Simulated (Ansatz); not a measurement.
A geometry of YScO₃ away from equilibrium: step 2 of the relaxation of a generated trial cell of YScO3 in the GdFeO3 structure type. Calculation: r2SCAN (plane waves to 500 eV, PAW, scalar-relativistic; Ansatz, a program for electronic structure). Γ-centred k-mesh 4×3×4 on the run's cell (coarser than for final values), Fermi–Dirac smearing 0.05 eV.

```xyz
20
Lattice="5.5642 0.0000 0.0000 0.0000 7.8715 0.0000 0.0000 0.0000 5.5259" Properties=species:S:1:pos:R:3:forces:R:3 pbc="T T T" free_energy=-30868.876 pressure_GPa=2.4
Y      2.5350     1.9679     5.4585   -0.2110    0.0000    0.1824
Y      5.3171     1.9679     2.8303   -0.2110    0.0000   -0.1824
Y      3.0293     5.9036     0.0674    0.2110    0.0000   -0.1824
Y      0.2471     5.9036     2.6956    0.2110    0.0000    0.1824
Sc     0.0000     0.0000     0.0000    0.0000    0.0000    0.0000
Sc     2.7821     3.9358     2.7630    0.0000    0.0000    0.0000
Sc     0.0000     3.9358     0.0000    0.0000    0.0000    0.0000
Sc     2.7821     0.0000     2.7630    0.0000    0.0000    0.0000
O      0.1650     1.9679     0.5190    0.6592    0.0000    1.1557
O      2.9471     1.9679     2.2440    0.6592    0.0000   -1.1557
O      5.3992     5.9036     5.0069   -0.6592    0.0000   -1.1557
O      2.6171     5.9036     3.2819   -0.6592    0.0000    1.1557
O      1.6894     4.3368     1.0858    0.4489    0.7907   -0.4434
O      4.4716     7.4705     1.6771    0.4489   -0.7907    0.4434
O      3.8748     0.4010     4.4401   -0.4489    0.7907    0.4434
O      1.0927     3.5347     3.8488   -0.4489   -0.7907   -0.4434
O      3.8748     3.5347     4.4401   -0.4489   -0.7907    0.4434
O      1.0927     0.4010     3.8488   -0.4489    0.7907   -0.4434
O      1.6894     7.4705     1.0858    0.4489   -0.7907   -0.4434
O      4.4716     4.3368     1.6771    0.4489    0.7907    0.4434
```

Positions in Å, forces in eV/Å, free energy of the cell in eV (comparable only within this code, potentials and settings). Largest force: 1.33 eV/Å, on O9, O10, O11, O12 (atoms numbered as listed); the geometry lies 0.07 eV/atom above the end of its relaxation.

No spin polarisation in the result.

The run could not lose the symmetry of its start.

The first start was generated by placing the elements on the sites of a structure type. Materials Project lists a structure of YScO3 in the same space group, Pnma (No. 62); the sites were not compared with it, nor with measured phases.
